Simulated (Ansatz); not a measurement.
# Property card for F

F:
```
F
1.0
    2.52955     1.65684     0.00000
   -2.52955     1.65684     0.00000
   -0.24811     0.00000     6.61178
F
4
Cartesian
  1.13384   2.17897   3.93525
 -1.38195   1.13471   2.67653
 -1.50601   2.17897   5.98242
  1.25789   1.13471   0.62936
```

Space group C2/c (No. 15); conventional cell a = 5.059 Å, b = 3.314 Å, c = 6.616 Å, α = γ = 90.00°, β = 92.15°.

Method: the program Ansatz at the r²SCAN+D4 level (PAW). Structure relaxed to zero pressure with the same functional. Other levels are named where they apply.

**Cell and energy**

```yaml
volume_per_atom: 13.86 Å³
density: 2.28 g/cm³
```

**Electronic structure**

```yaml
band_gap: 3.90 eV (direct)
valence_band_maximum: at Γ
conduction_band_minimum: at Γ
```

Symmetry was held in the r²SCAN+D4 relaxation. The substance is a gas or liquid at ambient conditions; this is its low-temperature solid.

Potentials: the later of the program's two PAW sets.
